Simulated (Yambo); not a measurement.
Material: a free-standing SnO monolayer (symmetry Pmmn, slab cell 15.3 Å high) under uniaxial strain of +2 % along x, the other axes held; a = 3.8607 Å, b = 3.7850 Å, c = 15.3000 Å, α = β = γ = 90.00° (4 atoms in the cell). The PBEsol cell relaxed from Materials Project entry mp-2097 was given a uniaxial strain of +2 % along x, the other axes held, and the atoms were relaxed again, with the Coulomb interaction truncated along z.

With PBE (stringent potentials; pw.x of Quantum ESPRESSO, ONCV potentials, no spin-orbit coupling), the gap between the mesh's edge points ((0, 0.25) → Γ) is 3.074 eV.

By how much does one-shot G0W0 (Yambo; 4×4×1 Γ-centred k mesh, bands 9 to 158 and a 8 Ry block in the screening, 158 bands in G with the Bruneval-Gonze terminator, plasmon pole fitted at 27.2 eV, slab-truncated Coulomb interaction, stochastic integration of W near q = 0) open this gap, and what gap results?

The correction is 2.108 eV, giving 5.182 eV, 1.7 times the PBE value. Among the k points computed, the smallest G0W0 gap is 5.12 eV, (0, 0.25) → (-0.5, 0). Convergence of the G0W0 settings was not tested. Spin-orbit splittings are left out.

This is a model layer cut from the bulk structure; whether it is stable on its own was not checked.
